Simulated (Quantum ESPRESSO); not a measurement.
## Kohn-Sham bands of Li2S (anti-fluorite)

```
Li2S
1.0
    0.00000     2.83517     2.83517
    2.83517     0.00000     2.83517
    2.83517     2.83517     0.00000
Li S
2 1
Cartesian
 -1.41759  -1.41759  -1.41759
  1.41759   1.41759   1.41759
  0.00000   0.00000   0.00000
```

Materials Project entry mp-1153; symmetrised, unrelaxed at this level. COD (Crystallography Open Database) has an entry of this formula and space group (matched by these alone). Computed values, not measurements, from PBEsol: Quantum ESPRESSO (norm-conserving PseudoDojo potentials, cutoff 60 Ry, no spin polarisation, no spin-orbit coupling) on a Γ-centred 10×10×10 mesh, then Wannier90. Density: 10×10×10 mesh, cold smearing 0.01 Ry.

Energies are relative to the valence-band maximum; weights are on the orthonormalised atomic waves of the pseudopotential files, averaged over the group. 12 electrons a cell are treated as valence.

```
bands  from (eV)  to (eV)  filling  weight on atomic waves
-----  ---------  -------  -------  ----------------------
1–2       -43.50   -43.45   filled                     [?]
3         -11.06   -10.47   filled                     [?]
4–6        -2.97     0.00   filled                     [?]
```

Which atomic shells make up each group?


- 1–2, weight on atomic waves: Li 1s 99 %
- 3, weight on atomic waves: S 3s 84 %, Li 2s 15 %
- 4–6, weight on atomic waves: S 3p 90 %, Li 2s 7 %

The Kohn-Sham gap over both meshes and the path is 3.21 eV.
